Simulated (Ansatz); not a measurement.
## Sb: computed DOS

```
CELL_PARAMETERS angstrom
3.36900 0.00000 0.00000
-1.68450 2.91764 0.00000
0.00000 0.00000 5.33000
ATOMIC_POSITIONS crystal
Sb 0.33333 0.66667 0.25000
Sb 0.66667 0.33333 0.75000
```

The cell is COD entry 1539203, as deposited and not checked against the literature; nothing was relaxed.

No spin–orbit coupling, which matters for the heavy atoms here.

Computed with Ansatz 0.2.0, DFT, LDA, all-electron LAPW, scalar-relativistic.

Sampling and basis: a Γ-centred 12×12×7 k mesh, Fermi–Dirac smearing of 0.03 eV, basis error target 0.5 meV/atom, no spin polarisation.

States per eV and cell, averaged over 0.6 eV, from -5.8 to 3.0 eV, with energies (bin centres) from the Fermi level; empty bins are left out. 

```
E (eV)  total
  -5.6   0.16
  -5.0   0.73
  -4.4   1.52
  -3.8   1.00
  -3.2   1.07
  -2.6   1.08
  -2.0   1.19
  -1.4   1.11
  -0.8   1.14
  -0.2   1.24
   0.4   1.52
   1.0   1.35
   1.6   1.49
   2.2   1.32
   2.8   1.75
```
